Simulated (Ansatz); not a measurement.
TiN (rock salt), conventional cell a = b = c = 4.233 Å, α = β = γ = 90.00°. The calculation uses the primitive cell of 2 atoms, to which meshes and values per cell refer.

This relaxed cell (volume V₀) is scaled evenly in all directions, its shape held. Symmetry pins the atoms to their sites.

These are r2SCAN (plane waves to 500 eV, PAW, scalar-relativistic; Ansatz, a program for electronic structure) values and carry that method's errors. k mesh 19×19×19 (Γ-centred), Fermi-Dirac smearing 0.05 eV. The energy includes the smearing's −TS. Compression counts positive. TiN is run without spin polarisation. TiN was relaxed with its symmetry unable to fall. ΔE is measured from the relaxed starting cell.

```csv
V (Å³/atom),ΔE (meV/atom),P (GPa)
8.909,35,20.8
9.004,24,16.9
9.099,15,13.2
9.193,8,9.6
9.288,4,6.2
9.383,1,3.0
9.478,0,0.0
9.572,1,-2.9
9.667,3,-5.6
9.762,7,-8.2
9.857,13,-10.7
9.952,20,-13.0
10.046,28,-15.2
```

Read from the data:

```yaml
pressure_at_the_smallest_volume: 20.8 GPa
energy_cost_of_the_largest_compression: 35 meV/atom
energy_cost_of_the_largest_expansion: 28 meV/atom
Bulk modulus B₀ (third-order Birch-Murnaghan fit): 295 GPa
Pressure derivative B₀′ (fit): 4.2
equilibrium_volume_of_the_fit: 9.48 Å³/atom
Pressure for 5 % compression (fit): 16.9 GPa
```

(Under strain, the slope of the energy per volume gives the stress and its curvature an elastic modulus.)
